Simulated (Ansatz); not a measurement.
# AlCo3: pressure against volume

AlCo3, Pm-3m, a = 3.586 Å. The structure is a Materials Project entry; whether it is the stable form wasn't checked. Ansatz: r2SCAN, PAW, 500 eV, Γ-centred 12×12×12 mesh on 4 atoms, Gaussian smearing 0.10 eV; collinear spin, largest moment 1.6 μB. Symmetry fixes shape and atoms, so the cell is only scaled; pressure is positive in compression.

```tsv
V (Å³/atom)	P (GPa)
10.840	?
11.186	4.98
11.532	0.01
11.878	-4.27
12.224	-8.17
```

**Question.** Take V0 = 11.532 Å³/atom, count pressures from its P0 = 0.01 GPa, fit the third-order Birch–Murnaghan form to the other rows, and predict the missing pressure.

**Answer.** With the Eulerian strain f = ½[(V0/V)^(2/3) − 1] and y = (P − P0)/[3f(1 + 2f)^(5/2)], the form is the line y = B0 + 1.5 B0 (B0′ − 4) f. Rows (f, y): 0.01026, 153.5; -0.00976, 153.6; -0.01905, 157.7. Means f = -0.006183, y = 154.93; Σ(Δf)² = 0.0004487, ΣΔfΔy = -0.05440; the slope is their ratio. y = 154.2 − 121.2 f GPa, so B0 = 154.2 GPa and B0′ = 4 + 2 × (-121.2)/(3 × 154.2) = 3.48. At V = 10.840, f = 0.02106, y = 151.65 and P = 10.63 GPa. The run gave 11.10 GPa, so the fit is 0.47 GPa too low, 2.4 % of the span of the series, against an rms of 0.05 GPa on the fitted rows. The row lies outside the fitted range. The records show no cause, and too few rows are left to test a further term.

The state reached may not be the lowest one.